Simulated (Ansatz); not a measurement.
Al (fcc, Cu type)

```xyz
4
Lattice="4.0400 0.0000 0.0000 0.0000 4.0400 0.0000 0.0000 0.0000 4.0400" Properties=species:S:1:pos:R:3 pbc="T T T"
Al     0.0000     0.0000     0.0000
Al     2.0200     2.0200     0.0000
Al     2.0200     0.0000     2.0200
Al     0.0000     2.0200     2.0200
```

Two-dimensional scan of atom 4 (Al, nearest neighbour Al at 2.857 Å; its periodic images, 4.0 Å or more away, move with it): u runs along (1.000, 0.000, 0.000), v along (0.000, 0.000, 1.000) (Cartesian). Cell and other atoms are fixed.

All values below come from PBE (plane waves to 420 eV, PAW, scalar-relativistic; Ansatz, a quantum-chemistry and plane-wave program). k mesh 9×9×9 (Γ-centred), Fermi-Dirac smearing 0.05 eV. Compression counts positive. With partly filled bands, energies and forces of such displacements shift with the k mesh and the smearing. On this mesh the relaxed cell isn't quite at rest: it carries a pressure of 0.2 GPa (compression positive) at the zero of the scan. Al was relaxed with its symmetry unable to fall. The PAW data are Ansatz's earlier set. The last digit holds for this mesh only.

Changes of P (GPa) from the point u = 0.000 Å, v = 0.000 Å when one coordinate moves alone (two changes are said to add if the coupling is within 5 % of the smaller one, nearly so within 20 %):

```
point                      change
-------------------------  ------
u = 0.000 Å, v = -0.710 Å    9.35
u = 0.000 Å, v = -0.355 Å    2.35
u = -0.710 Å, v = 0.000 Å    9.35
u = -0.355 Å, v = 0.000 Å    2.35
u = 0.355 Å, v = 0.000 Å     2.35
u = 0.710 Å, v = 0.000 Å     9.35
u = 0.000 Å, v = 0.355 Å     2.35
u = 0.000 Å, v = 0.710 Å     9.35
```

Problem. What is the change at u = -0.710 Å, v = -0.355 Å, where both move, and how far is it from the sum?

Solution. The sum of the single changes is 9.35 + (2.35) = 11.70; the calculation gives 12.88, so the coupling contributes 1.18 (over 20 % of the smaller single change, not additive).

Problem. Do the two effects add at u = 0.710 Å, v = -0.710 Å? Give the computed change.

Solution. The sum of the single changes is 9.35 + (9.35) = 18.70; the calculation gives 23.45, so the coupling contributes 4.75 (over 20 % of the smaller single change, not additive).

Problem. Do the two effects add at u = -0.355 Å, v = -0.355 Å? Give the computed change.

Solution. The sum of the single changes is 2.35 + (2.35) = 4.70; the calculation gives 4.98, so the coupling contributes 0.28 (under 20 % of the smaller single change, nearly additive).

(A displaced cell: forces are minus the slopes of the energy, force constants its curvatures, and phonons follow from these.)
